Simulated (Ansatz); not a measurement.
## Ge: from a starting cell to a relaxed one

The start is a relaxed Ge cell with every coordinate shifted by Gaussian noise of σ = 0.1 Å. The cell and all atomic positions are relaxed at zero pressure with r2SCAN (plane waves to 500 eV, PAW, scalar-relativistic; Ansatz, a quantum-chemistry and plane-wave program). The first steps use a coarse 7×7×7 k-mesh.

Input geometry:
```yaml
crystal:
  lattice:
    - [0.00000, 2.83635, 2.83635]
    - [2.83635, 0.00000, 2.83635]
    - [2.83635, 2.83635, 0.00000]
  atoms:
    - { symbol: Ge, position: [0.52336, 0.49948, 0.48476] }
    - { symbol: Ge, position: [0.75635, 0.74968, 0.74837] }
```

Q: What is the largest force in the starting geometry, and on which atom (counted from 1)?

A: 0.69 eV/Å, on Ge1, Ge2 (atoms numbered as listed).

Q: By how much does the energy per atom fall from start to end?

A: 0.01 eV/atom.

Q: Does it find its way back to the structure it was made from?

A: The parent structure is recovered, Fd-3m (No. 227).

Q: How do the shortest distances between atoms change?

A: The closest pairs of elements (up to four, under 3.6 Å), start → end: Ge–Ge 2.41 → 2.46 Å.

Q: Is the relaxed structure metallic? Give its gap.

A: 0.37 eV, direct at Γ (no spin-orbit coupling).

It ends as:

Space group Fd-3m, origin choice 1 (No. 227); a = b = c = 5.6727 Å, α = β = γ = 90.00°

```csv
atom,site,symmetry,x,y,z
Ge,8a,-43m,0.0000,0.0000,0.0000
```
(The calculation used a cell of 2 atoms; values per cell refer to that cell.)

Final values are on a 10×10×10 k-mesh of the relaxed cell. No spin polarisation in the result.

The run could not lose the symmetry of its start.
